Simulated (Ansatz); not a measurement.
Sc3TlB (anti-perovskite)

Space group Pm-3m (No. 221); a = b = c = 4.633 Å, α = β = γ = 90.00°

```csv
atom,site,symmetry,x,y,z
Sc,3c,4/mm.m,0.0000,0.5000,0.5000
Tl,1a,m-3m,0.0000,0.0000,0.0000
B,1b,m-3m,0.5000,0.5000,0.5000
```

The volume is varied about the relaxed value V₀ at fixed cell shape. Symmetry pins the atoms to their sites.

All values below come from PBEsol (plane waves to 420 eV, PAW, scalar-relativistic; Ansatz, a first-principles code). k mesh 10×10×10 (Γ-centred), Fermi-Dirac smearing 0.05 eV. E stands for the smeared free energy. Stress and pressure are positive under compression. Sc3TlB is run without spin polarisation. Sc3TlB was relaxed with its symmetry unable to fall. Spin-orbit coupling is left out, though Tl is heavy. ΔE is measured from the relaxed starting cell.

The scan covers V/V₀ from 0.940 to 1.060 in 9 points.

Problem. What is the fitted pressure derivative B₀′?

Solution. 3.8.

Problem. What bulk modulus B₀ follows from a third-order Birch-Murnaghan fit?

Solution. 82.3 GPa.

(A scan under strain: stresses follow from slopes of the energy per volume, elastic moduli from its curvatures.)
